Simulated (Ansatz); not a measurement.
## Nb$_{3}$Tl in Ansatz, settings compared

The input file (Ansatz 0.2.0, plane waves):

```yaml
crystal:
  lattice:
    - [5.290386, 0.0, 0.0]
    - [0.0, 5.290386, 0.0]
    - [0.0, 0.0, 5.290386]
  atoms:
    - { symbol: Nb, position: [0.25, 0.0, 0.5] }
    - { symbol: Nb, position: [0.5, 0.75, 0.0] }
    - { symbol: Nb, position: [0.75, 0.0, 0.5] }
    - { symbol: Nb, position: [0.5, 0.25, 0.0] }
    - { symbol: Nb, position: [0.0, 0.5, 0.75] }
    - { symbol: Nb, position: [0.0, 0.5, 0.25] }
    - { symbol: Tl, position: [0.0, 0.0, 0.0] }
    - { symbol: Tl, position: [0.5, 0.5, 0.5] }
  symmetry: { tolerance: 0.0003 }
kpoints:
  mp_grid: { grid: [4, 4, 4], shift: [0, 0, 0] }
magnetization:
  spin_polarized: false
scf:
  occupations: { method: fermi_dirac }
hamiltonian:
  pseudopotentials: { kind: paw }
  xc: pbe
basis:
  ecutwfc: 420
output:
  forces: true
  stress: true
  eigenvalues: true
```

Run with:

```bash
ansatz run input.yaml --threads 1 --pin off --max-ram 2560MiB --backend cpu --events-out ev --progress --plain --runs-dir out
```

Origin of the cell: a database entry, scaled a little.

The smearing width isn't typed, so it takes its default of 0.1 eV.

Output of this run (shortened):

```
SCF iter   1: F=—  HF=-50200.527156 eV  Δρ=7.18e-3  dr2=7.02e-2  defer=1
SCF iter   2: F=—  HF=-50200.510602 eV  Δρ=4.04e-3  dr2=2.28e-2  defer=1
SCF iter   3: F=—  HF=-50200.503773 eV  Δρ=4.72e-4  dr2=1.80e-4  defer=1
SCF iter   4: F=—  HF=-50200.503767 eV  Δρ=6.96e-5  dr2=4.43e-6  defer=1
SCF iter   5: F=—  HF=-50200.503995 eV  Δρ=1.32e-5  dr2=2.48e-7  defer=1
SCF iter   6: F=-50200.503995 eV  HF=-50200.503995 eV  Δρ=2.89e-6  dr2=1.27e-8
SCF 1 converged in 6 iterations: F = -50200.503995 eV  dr2 = 1.27e-8
SCF converged after 6 iterations
Free energy (F): -50200.503995 eV
Harris-Foulkes:  -50200.503995 eV  (|F-HF|=5.35e-9)
Internal energy: -50200.153806 eV  (E = F + TS)
E sigma→0 (E₀):  -50200.328901 eV
Entropy (-TS):   -0.350189 eV (-43.774 meV/atom)
Fermi energy:    17.474341 eV
--- Per-component energies (eV) ---
  E_band       = -261.034010
  E_kinetic    = 3047.317380
  E_local      = -5513.893786  (includes V_loc(G=0)·N_el)
  E_nonlocal   = 1353.367802
  E_hartree    = 1809.660175
  E_xc         = -1515.537606
  E_vxc        = -1564.710300  (∫ρ·V_xc dr)
  E_paw        = -38776.479149  (= ΣΔE_a)
  E_vpaw       = -1202.434290  (= ΣTr[D̂ρ^β])
  E_aug_tail   = 0.000116  (compensation charges beyond the density's cutoff)
  E_ewald      = -10604.588738
  E_smearing   = -0.350189  (= −TS)
  Σ components = -50200.503995   (vs F -50200.503995, Δ=0.00e0)
--- Forces (eV/Å), atoms counted from 1 ---
  atom   1  Nb    -0.000000     0.000000     0.000000
  atom   2  Nb    -0.000000     0.000000     0.000000
  atom   3  Nb    -0.000000    -0.000000     0.000000
  atom   4  Nb     0.000000    -0.000000    -0.000000
  atom   5  Nb    -0.000000    -0.000000     0.000000
  atom   6  Nb     0.000000     0.000000    -0.000000
  atom   7  Tl     0.000000     0.000000    -0.000000
  atom   8  Tl     0.000000    -0.000000     0.000000
  max |Σ_I F_I| component: 3.69e-17 eV/Å
--- Stress (GPa, compression-positive) ---
        5.144180       0.000000       0.000000
        0.000000       5.144180       0.000000
        0.000000       0.000000       5.144180
  P = ⅓ Tr σ = 5.1442 GPa (51.442 kbar)
```

The same input was run again with these changes:

1. `hamiltonian.hubbard` default → { sites: [{ species: Nb, l: d, u_eff: 8.0 }], double_counting: amf }
2. `scf.mixing.algorithm` default → anderson; `scf.mixing.beta` default → 0.7
3. `scf.initial_density.chi_scale` default → 0.3
4. `scf.occupations` { method: fermi_dirac } → { method: fixed }; `scf.max_iter` default → 50

```
 run        end  SCF iterations  P (GPa)  max force component (eV/Å)  moment (μB)  ΔE(σ→0) (meV/atom)
base  converged               6     5.14                       0.000            –                   0
   1  converged              11    12.01                       0.000            –                   –
   2  converged               6     5.14                       0.000            –                0.00
   3  converged               8     5.14                       0.000            –                0.00
   4  converged               6     5.09                       0.000            –               35.63
```

Energies are compared only where functional, datasets, charge and starting cell are the same.

Not properties of the system: run 4 (fixed occupations whatever the gap).

Caveats of the base run: no moments, though an odd count or open d shells may carry them; no spin-orbit coupling, though heavy elements are present.

The base run ran for 8.3 s on 1 thread of Arm Neoverse N1, on a shared host, peak memory 0.41 GiB, from the program's own first density.
